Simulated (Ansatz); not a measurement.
**HfRu (Pm-3m): elastic constants by finite strains**

Level of theory: LDA, all-electron LAPW in Ansatz 0.2.0, scalar-relativistic.

The cell comes from a PAW relaxation under the same functional.

Command:

```sh
ansatz run input.yaml --threads 1 --pin off --max-ram 2560MiB --backend cpu --events-out ev --progress --plain --runs-dir out
```

Input file:

```yaml
crystal:
  lattice:
    - [3.18204293351, 0.0, 0.0]
    - [0.0, 3.18204293351, 0.0]
    - [0.0, 0.0, 3.18204293351]
  atoms:
    - { symbol: Hf, position: [0.0, 0.0, 0.0] }
    - { symbol: Ru, position: [0.5, 0.5, 0.5] }
kpoints:
  mp_grid: { grid: [14, 14, 14] }
scf:
  occupations: { method: fermi_dirac, width: 0.1 }
hamiltonian:
  xc: lda
  pseudopotentials: { kind: all_electron, lapw: { basis_error: 0.0005 } }
elastic:
  mode: relaxed_ion
  stencil: two_point
  amplitude: 0.003
```

The program printed:

```
Warning: RAYON_NUM_THREADS=1 ignored (pool sized by the plan → 1); use --threads N
LAPW: plane waves up to 9.131 Å⁻¹, error target 5.0e-4 eV per atom; small_component_spin mean_spin; Ru in spheres of 1.291 Å, 32 of its electrons in bands, Dirac shells []; Hf in spheres of 1.382 Å, 42 of its electrons in bands, ...
Engine: ansatz 0.2.0, aarch64-unknown-linux-gnu
Pseudopotentials: kind: all_electron
Pseudopotential: Hf, LAPW, valence charge 42, lapw/all_electron/scalar/gaussian/Hf, Koelling and Harmon's equation, gaussian nucleus
Pseudopotential: Ru, LAPW, valence charge 32, lapw/all_electron/scalar/gaussian/Ru, Koelling and Harmon's equation, gaussian nucleus
Functional definition: SPW92
  exchange = slater_x
  correlation = pw_c
Crystal: 2 atoms, lattice volume = 32.219 Å³
Basis set: ecut = 317.65698280107694 eV, 437 PW (Γ), exchange–correlation at level 2
Bands: 45, of which v1, the nominal top of the filled ones, is band 37 counted from 1 (36 counted from 0)
Symmetry: 48 space group operations
Space group: Pm-3m (ITA 221), of the structure as read, at distance tolerance 3.2e-5 Å
k-points: 120 of 2744
Non-local potential: Hf, projectors of the file, none
[... 133 lines left out ...]
        -0.000      0.000      0.000      0.000      0.000     85.967
  reference stress σ⁰ (GPa):     -0.072     -0.072     -0.072      0.000      0.000      0.000
  no Pulay correction (none for the plane-wave cutoff is built on LAPW): the batch's stresses and constants are at fixed plane waves
  C* (energy form; C + prestress term) asymmetry max|C*_kj − C*_jk| = 2.842e-14 GPa — a small one proves nothing (zero by symmetry where the batch's group is 432, −43m or m−3m); a large one is finite-difference/SCF noise where ...
  moduli (Voigt/Reuss/Hill, GPa): K = 226.29/226.29/226.29   G = 106.88/101.29/104.09   E = 270.75   ν = 0.301
  mechanically stable: yes (min eigenvalue of sym C = 85.97 GPa)
  where every solve meets its electron count the energy-path curvature estimates C_jj along a normal strain and C_jj − ¼(σ⁰_aa + σ⁰_bb) along a shear (ab), closely only under elastic.basis: deformed
  strain η (Voigt 11):  stress-route row diagonal C_11 = 410.63 GPa, energy-path curvature d²(F+E_count)/dδ²/Ω₀ = 410.63 GPa
         δ    σ_11 (GPa)             F (eV)   n_scf  n_hpsi   n_pw
    -3.000e-3      -1.3167     -533182.3930909      12  552146    437   relax 0 steps, max|allowed force component| 5.13e-30 eV/Å
     3.000e-3       1.1471     -533182.3931833      12  551443    437   relax 0 steps, max|allowed force component| 5.92e-31 eV/Å
  strain η (Voigt 23):  stress-route row diagonal C_44 = 85.97 GPa, energy-path curvature d²(F+E_count)/dδ²/Ω₀ = 86.00 GPa
         δ    σ_23 (GPa)             F (eV)   n_scf  n_hpsi   n_pw
    -3.000e-3      -0.2579     -533182.3934309      11  817948    437   relax 0 steps, max|allowed force component| 6.71e-30 eV/Å
     3.000e-3       0.2579     -533182.3934309      11  818260    437   relax 0 steps, max|allowed force component| 1.97e-30 eV/Å
```

The calculation finished and met its thresholds.

### Elastic moduli

Elastic constants of a crystal by Kohn-Sham DFT: slopes of the stress over finite engineering strains of the given cell, Voigt indices, Cartesian axes as in the input; Hill averages of a grain aggregate, Debye temperature from the mean sound speed over directions.

```json
{"Bulk modulus": "226.3 GPa", "Shear modulus": "104.1 GPa", "Young modulus": "270.8 GPa", "Poisson ratio": "0.3006", "Bulk over shear modulus": "2.174", "Elastic anisotropy index": "0.2761", "Least young modulus": "228.9 GPa", "Largest young modulus": "344.6 GPa", "Longitudinal sound speed": "5034 m/s", "Transverse sound speed": "2688 m/s", "Elastic debye temperature": "352.3 K", "Linear compressibility (x, y, z)": "1.473, 1.473, 1.473 1/TPa", "Zener ratio": "0.6218", "Cauchy pressure": "48.14 GPa"}
```

**Strained cells**

Stress of each strained cell less that at rest, tension positive.

```csv
strain component,strain,stress xx (GPa),stress yy (GPa),stress zz (GPa),stress yz (GPa),stress xz (GPa),stress xy (GPa),relaxation steps
xx,-0.003,-1.244,-0.4053,-0.4053,0,0,0,0
xx,0.003,1.219,0.3994,0.3994,0,0,0,0
yz,-0.003,-0.002,-0.0014,-0.0014,-0.2579,0,0,0
yz,0.003,-0.002,-0.0014,-0.0014,0.2579,0,0,0
```

Elastic constants:

```
Pressure at rest         : 0.072 GPa
Least elastic eigenvalue : 85.97 GPa
Elastically stable       : yes
```

| index | elastic (GPa) |
| --- | --- |
| 11 | 410.6 |
| 12 | 134.1 |
| 44 | 85.97 |

Limits of these numbers: responses of metals move with mesh and smearing; no spin-orbit coupling on heavy atoms.

Cost: 16 min on 1 thread of Arm Neoverse V1 (shared host), peak memory 2.2 GiB.
